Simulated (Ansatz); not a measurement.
BeTe:
```
CELL_PARAMETERS angstrom
      0.00000     2.83191     2.83191
      2.83191     0.00000     2.83191
      2.83191     2.83191     0.00000
ATOMIC_POSITIONS crystal
  Te 0.75000 0.75000 0.75000
  Be 0.00000 0.00000 0.00000
```

Tensor components refer to the Cartesian frame of this cell.

Problem. Give the proper piezoelectric stress tensor with relaxed ions from the program Ansatz at the PBE level (PAW).

Solution. In C/m², rows x, y, z, Voigt columns; mesh uncertainty up to 0.00.
```
0.00  0.00  0.00  0.23  0.00  0.00
0.00  0.00  0.00  0.00  0.23  0.00
0.00  0.00  0.00  0.00  0.00  0.23
```

The elastic tensor of the same run (GPa):

```
96.5  36.4  36.4   0.0   0.0   0.0
36.4  96.5  36.4   0.0   0.0   0.0
36.4  36.4  96.5   0.0   0.0   0.0
 0.0   0.0   0.0  49.4   0.0   0.0
 0.0   0.0   0.0   0.0  49.4   0.0
 0.0   0.0   0.0   0.0   0.0  49.4
```

Problem. Convert to strain constants d = e·S.

Solution. In pC/N:
```
0.0  0.0  0.0  4.7  0.0  0.0
0.0  0.0  0.0  0.0  4.7  0.0
0.0  0.0  0.0  0.0  0.0  4.7
```

Space group F-43m (zinc blende). The cell was relaxed with PBE under the symmetry of its start; of distortions, only those at the zone centre were tested. Scalar-relativistic: spin–orbit coupling is off unless named, which matters more the heavier the elements.

Potentials: the later of the program's two PAW sets.
